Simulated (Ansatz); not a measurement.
ZrSiRu:
```xyz
9
Lattice="6.6804 0.0000 0.0000 -3.3402 5.7854 0.0000 0.0000 0.0000 3.6948" Properties=species:S:1:pos:R:3 pbc="T T T"
Zr     1.3871     2.4025     1.8474
Zr    -1.9531     3.3829     1.8474
Zr     3.9063     0.0000     1.8474
Si     0.0000     0.0000     1.8474
Si     3.3402     1.9285     0.0000
Si     0.0000     3.8569     0.0000
Ru    -0.8146     1.4108     0.0000
Ru     1.6291     0.0000     0.0000
Ru     2.5256     4.3745     0.0000
```

Relaxed with r²SCAN. Special points in fractions of this cell's reciprocal vectors: Γ (0.000, 0.000, 0.000); M (0.500, 0.000, 0.000); K (0.333, 0.333, 0.000); A (0.000, 0.000, 0.500); L (0.500, 0.000, 0.500); H (0.333, 0.333, 0.500).

Problem. List the band energies nearest the Fermi level at these points for plane-wave PAW r²SCAN (Ansatz code).

Solution. In eV from the Fermi level; about four levels below and three above (degenerate sets whole), none deeper than 8.9 eV; points with the same levels are listed once.

```tsv
k	below	above
Γ	-2.05 -2.05 -1.65 -1.65 -0.23	0.14 0.28 0.28
M	-1.22 -1.08 -0.90 -0.22	0.08 0.60 0.70
K	-0.50 -0.50 -0.31 -0.31	0.30 0.71 1.21 1.21
A	-0.96 -0.96 -0.47 -0.47	0.75 1.50 1.50
L	-1.23 -1.13 -0.67 -0.61	0.72 1.77 2.27
H	-1.33 -1.33 -1.01 -0.64 -0.64	0.64 2.10 2.52
```

Space group P-62m. The first step of the workflow began from a Materials Project structure, measured or hypothetical; the Crystallography Open Database files this formula in space group No. 189, but the cells were not matched. Its standing as an ambient phase is unchecked. The r²SCAN relaxation kept the symmetry of its start; its stability against distortions is not shown here. The run is not spin-polarised. Spin–orbit coupling is left out wherever it is not named.

Potentials: the later of the program's two PAW sets.
